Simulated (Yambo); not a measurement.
Absorption of BN (space group P6_3/mmc, No. 194) with and without the electron-hole interaction (Yambo, PBE bands; 12×12×4 mesh, 5 valence and 3 conduction bands, static screening with 22 bands and a 4 Ry block, scissor 1.76 eV, Tamm-Dancoff; field along x). Axes are Cartesian, with cell vectors (Å) (2.51, 0.00, 0.00), (-1.26, 2.18, 0.00), (0.00, 0.00, 7.71).

```json
[
 {"E (eV)": "4.35", "Im ε, BSE": "0.68", "Im ε, independent quasiparticles": "0.09"},
 {"E (eV)": "4.45", "Im ε, BSE": "0.82", "Im ε, independent quasiparticles": "0.10"},
 {"E (eV)": "4.55", "Im ε, BSE": "1.02", "Im ε, independent quasiparticles": "0.11"},
 {"E (eV)": "4.65", "Im ε, BSE": "1.31", "Im ε, independent quasiparticles": "0.12"},
 {"E (eV)": "4.75", "Im ε, BSE": "1.73", "Im ε, independent quasiparticles": "0.12"},
 {"E (eV)": "4.85", "Im ε, BSE": "2.40", "Im ε, independent quasiparticles": "0.14"},
 {"E (eV)": "4.95", "Im ε, BSE": "3.53", "Im ε, independent quasiparticles": "0.15"},
 {"E (eV)": "5.05", "Im ε, BSE": "5.67", "Im ε, independent quasiparticles": "0.16"},
 {"E (eV)": "5.15", "Im ε, BSE": "10.1", "Im ε, independent quasiparticles": "0.18"},
 {"E (eV)": "5.25", "Im ε, BSE": "19.2", "Im ε, independent quasiparticles": "0.20"},
 {"E (eV)": "5.35", "Im ε, BSE": "27.3", "Im ε, independent quasiparticles": "0.22"},
 {"E (eV)": "5.45", "Im ε, BSE": "18.9", "Im ε, independent quasiparticles": "0.25"},
 {"E (eV)": "5.55", "Im ε, BSE": "10.3", "Im ε, independent quasiparticles": "0.28"},
 {"E (eV)": "5.65", "Im ε, BSE": "6.43", "Im ε, independent quasiparticles": "0.32"},
 {"E (eV)": "5.75", "Im ε, BSE": "5.06", "Im ε, independent quasiparticles": "0.38"},
 {"E (eV)": "5.85", "Im ε, BSE": "5.35", "Im ε, independent quasiparticles": "0.45"},
 {"E (eV)": "5.95", "Im ε, BSE": "7.47", "Im ε, independent quasiparticles": "0.55"},
 {"E (eV)": "6.05", "Im ε, BSE": "9.19", "Im ε, independent quasiparticles": "0.70"},
 {"E (eV)": "6.15", "Im ε, BSE": "6.94", "Im ε, independent quasiparticles": "0.93"},
 {"E (eV)": "6.25", "Im ε, BSE": "4.77", "Im ε, independent quasiparticles": "1.35"},
 {"E (eV)": "6.35", "Im ε, BSE": "3.92", "Im ε, independent quasiparticles": "2.15"},
 {"E (eV)": "6.45", "Im ε, BSE": "3.43", "Im ε, independent quasiparticles": "3.12"},
 {"E (eV)": "6.55", "Im ε, BSE": "2.80", "Im ε, independent quasiparticles": "3.17"},
 {"E (eV)": "6.65", "Im ε, BSE": "2.25", "Im ε, independent quasiparticles": "3.39"},
 {"E (eV)": "6.75", "Im ε, BSE": "1.88", "Im ε, independent quasiparticles": "4.70"},
 {"E (eV)": "6.85", "Im ε, BSE": "1.50", "Im ε, independent quasiparticles": "6.77"},
 {"E (eV)": "6.95", "Im ε, BSE": "1.36", "Im ε, independent quasiparticles": "9.40"},
 {"E (eV)": "7.05", "Im ε, BSE": "1.33", "Im ε, independent quasiparticles": "10.9"},
 {"E (eV)": "7.15", "Im ε, BSE": "1.26", "Im ε, independent quasiparticles": "10.6"},
 {"E (eV)": "7.25", "Im ε, BSE": "1.12", "Im ε, independent quasiparticles": "8.55"},
 {"E (eV)": "7.35", "Im ε, BSE": "1.02", "Im ε, independent quasiparticles": "6.99"},
 {"E (eV)": "7.45", "Im ε, BSE": "0.97", "Im ε, independent quasiparticles": "6.44"},
 {"E (eV)": "7.55", "Im ε, BSE": "1.06", "Im ε, independent quasiparticles": "6.73"},
 {"E (eV)": "7.65", "Im ε, BSE": "1.19", "Im ε, independent quasiparticles": "8.46"},
 {"E (eV)": "7.75", "Im ε, BSE": "0.96", "Im ε, independent quasiparticles": "9.19"},
 {"E (eV)": "7.85", "Im ε, BSE": "0.75", "Im ε, independent quasiparticles": "7.05"},
 {"E (eV)": "7.95", "Im ε, BSE": "0.65", "Im ε, independent quasiparticles": "4.94"},
 {"E (eV)": "8.05", "Im ε, BSE": "0.69", "Im ε, independent quasiparticles": "4.08"},
 {"E (eV)": "8.15", "Im ε, BSE": "0.73", "Im ε, independent quasiparticles": "4.37"},
 {"E (eV)": "8.25", "Im ε, BSE": "0.59", "Im ε, independent quasiparticles": "5.27"},
 {"E (eV)": "8.35", "Im ε, BSE": "0.44", "Im ε, independent quasiparticles": "5.14"},
 {"E (eV)": "8.45", "Im ε, BSE": "0.37", "Im ε, independent quasiparticles": "4.15"},
 {"E (eV)": "8.55", "Im ε, BSE": "0.33", "Im ε, independent quasiparticles": "3.52"},
 {"E (eV)": "8.65", "Im ε, BSE": "0.35", "Im ε, independent quasiparticles": "3.57"},
 {"E (eV)": "8.75", "Im ε, BSE": "0.38", "Im ε, independent quasiparticles": "3.79"},
 {"E (eV)": "8.85", "Im ε, BSE": "0.41", "Im ε, independent quasiparticles": "3.00"},
 {"E (eV)": "8.95", "Im ε, BSE": "0.47", "Im ε, independent quasiparticles": "1.97"},
 {"E (eV)": "9.05", "Im ε, BSE": "0.59", "Im ε, independent quasiparticles": "1.34"},
 {"E (eV)": "9.15", "Im ε, BSE": "0.75", "Im ε, independent quasiparticles": "1.04"},
 {"E (eV)": "9.25", "Im ε, BSE": "0.62", "Im ε, independent quasiparticles": "0.89"},
 {"E (eV)": "9.35", "Im ε, BSE": "0.47", "Im ε, independent quasiparticles": "0.85"},
 {"E (eV)": "9.45", "Im ε, BSE": "0.40", "Im ε, independent quasiparticles": "0.88"},
 {"E (eV)": "9.55", "Im ε, BSE": "0.32", "Im ε, independent quasiparticles": "0.97"},
 {"E (eV)": "9.65", "Im ε, BSE": "0.31", "Im ε, independent quasiparticles": "1.20"},
 {"E (eV)": "9.75", "Im ε, BSE": "0.29", "Im ε, independent quasiparticles": "1.68"},
 {"E (eV)": "9.85", "Im ε, BSE": "0.28", "Im ε, independent quasiparticles": "1.93"},
 {"E (eV)": "9.95", "Im ε, BSE": "0.27", "Im ε, independent quasiparticles": "1.71"},
 {"E (eV)": "10.05", "Im ε, BSE": "0.26", "Im ε, independent quasiparticles": "1.37"},
 {"E (eV)": "10.15", "Im ε, BSE": "0.32", "Im ε, independent quasiparticles": "1.01"},
 {"E (eV)": "10.25", "Im ε, BSE": "0.40", "Im ε, independent quasiparticles": "0.87"},
 {"E (eV)": "10.35", "Im ε, BSE": "0.36", "Im ε, independent quasiparticles": "0.90"},
 {"E (eV)": "10.45", "Im ε, BSE": "0.34", "Im ε, independent quasiparticles": "0.98"},
 {"E (eV)": "10.55", "Im ε, BSE": "0.31", "Im ε, independent quasiparticles": "0.94"},
 {"E (eV)": "10.65", "Im ε, BSE": "0.33", "Im ε, independent quasiparticles": "0.88"},
 {"E (eV)": "10.75", "Im ε, BSE": "0.35", "Im ε, independent quasiparticles": "0.80"},
 {"E (eV)": "10.85", "Im ε, BSE": "0.27", "Im ε, independent quasiparticles": "0.83"},
 {"E (eV)": "10.95", "Im ε, BSE": "0.23", "Im ε, independent quasiparticles": "0.80"},
 {"E (eV)": "11.05", "Im ε, BSE": "0.22", "Im ε, independent quasiparticles": "0.71"},
 {"E (eV)": "11.15", "Im ε, BSE": "0.21", "Im ε, independent quasiparticles": "0.73"},
 {"E (eV)": "11.25", "Im ε, BSE": "0.22", "Im ε, independent quasiparticles": "0.73"}
]
```

The scissor comes from a G0W0 run whose convergence isn't established. Broadening 0.15 eV. The band window holds all transitions up to 12.0 eV. Fine structure above the onset can come from the mesh.

Geometry of the Materials Project entry, not relaxed at this level; primitive cell a = b = 2.5124 Å, c = 7.7073 Å, α = β = 90.00°, γ = 120.00°.

The distance between layers or molecules is the database entry's, not relaxed here. Functionals without dispersion can leave it too large, which widens gaps and weakens the response across layers: the numbers belong to this cell.
